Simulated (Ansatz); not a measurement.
MoRu (rock salt), relaxed and computed with several functionals in Ansatz (plane waves, PAW).

```json
[
 {"functional": "r²SCAN", "a (Å)": "5.071", "ΔH_f (eV/atom)": "0.90", "B₀ by P(V) fit (GPa)": "230"},
 {"functional": "PBEsol", "a (Å)": "5.043", "ΔH_f (eV/atom)": "0.94", "B₀ by P(V) fit (GPa)": "236"},
 {"functional": "PBE", "a (Å)": "…", "ΔH_f (eV/atom)": "…", "B₀ by P(V) fit (GPa)": "…"}
]
```

**Question.** Fill in the missing entries.

**Answer.** 
- PBE, a (Å): 5.101
- PBE, ΔH_f (eV/atom): 0.88
- PBE, B₀ by P(V) fit (GPa): 214

Typed or built starts, not in the databases checked: MoRu, rock salt. Unstable at this level: MoRu, rock salt with r²SCAN; MoRu, rock salt with PBEsol. All cells were relaxed under the symmetry of their starts (and spin orders); stability against distortions was not tested throughout. Rows with no word on spin ran without spin polarisation. Spin–orbit coupling is left out wherever it is not named.

Potentials: the later of the program's two PAW sets.

Ansatz (an electronic-structure program) is a plane-wave DFT program.

Formation energies count from the lowest solids of the elements computed at the same level, not from gases.
